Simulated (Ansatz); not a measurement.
Each is relaxed and computed with the program Ansatz at the r²SCAN level (PAW). Which alone has a direct gap?
A) MgCdS2, P4/mmm (Mg on 1d, Cd on 1a, S on 1b, S on 1c)
B) MgS, rock salt
C) Mg2TeS, R3m (Mg on 3a, Mg on 3a, Te on 3a, S on 3a)
D) MoS2, R3m (Mo on 3a, S on 3a, S on 3a)

C, Mg2TeS, R3m (Mg on 3a, Mg on 3a, Te on 3a, S on 3a). Mg2TeS: gap 2.09 eV (direct); MoS2: gap 1.15 eV (indirect); MgS: gap 3.46 eV (indirect); MgCdS2: gap 0.73 eV (indirect). Standing as an ambient phase not checked: Mg2TeS, R3m (Mg on 3a, Mg on 3a, Te on 3a, S on 3a); MgCdS2, P4/mmm (Mg on 1d, Cd on 1a, S on 1b, S on 1c). Weakly bound layers, chains or molecules computed without a dispersion correction, so cells and soft constants are ill determined: MoS2, R3m (Mo on 3a, S on 3a, S on 3a). Perhaps ordered models of mixed-site phases: MgCdS2, P4/mmm (Mg on 1d, Cd on 1a, S on 1b, S on 1c). All cells were relaxed under the symmetry of their starts (and spin orders); stability against distortions was not tested throughout. Rows with no word on spin ran without spin polarisation. Spin–orbit coupling is left out wherever it is not named.

Potentials: the later of the program's two PAW sets.
